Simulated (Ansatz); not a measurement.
**Notes on CdGeTe4Br2**

```
Br Cd Ge Te
1.0
    -4.20032    4.20032    3.54641
     4.20032   -4.20032    3.54641
     4.20032    4.20032   -3.54641
Br Cd Ge Te
2 1 1 4
Direct
  0.50000 0.00000 0.50000
  0.00000 0.50000 0.50000
  0.50000 0.50000 0.00000
  0.00000 0.00000 0.00000
  0.94972 0.94972 0.34988
  0.05028 0.40016 0.00000
  0.59984 0.59984 0.65012
  0.40016 0.05028 0.00000
```

The numbers come from plane-wave PAW DFT (Ansatz): PBE, no spin polarisation, 420 eV, 6×6×6 Γ-centred k points, fermi-dirac occupations (width 0.0487 eV). Nothing was relaxed.

Electronic structure: It is a metal, with about 7.7 states/eV a cell as the mean within 0.25 eV of the Fermi level, mostly Te p (70 %) and Br p (26 %).
Forces: The largest is on Te6 (and as large on other atoms): 0.25 eV/Å, components (0.18, -0.18, -0.02). It makes 139° with the line to a nearest neighbour, Ge4 at 2.62 Å, pointing away from it.
Stress: The pressure is 0.0 GPa (compression positive), so with the atoms held at these fractions the cell is close to zero pressure. The principal stresses -0.7, -0.7, 1.5 GPa differ, so its shape would change too.
Contacts: Ge–Te at 2.62 Å: least valence density 0.47 e/Å³ and ELF 0.72 there. Cd–Te at 2.85 Å: least valence density 0.32 e/Å³ and ELF 0.38 there. Br–Te at 3.49 Å: least valence density 0.11 e/Å³ and ELF 0.17 there. These are pseudo-fields; inside the PAW spheres they differ from the all-electron ones.
Formation energy: 0.08 eV an atom against the elements' usual phases (free molecules for gases, crystals otherwise, with no correction for O₂ or N₂), so at this geometry it isn't bound against them. Relaxing would lower it.
Charges: Bader charges in e: Cd +0.49, Ge +0.38, Te -0.03, Br -0.36. In the mean Cd gives up most and Br takes most.

Origin: a known structure type with other elements, at an estimated volume, so it need not be a known compound. Caveats: many states at the Fermi level without spin polarisation, so a magnetic state may lie lower.
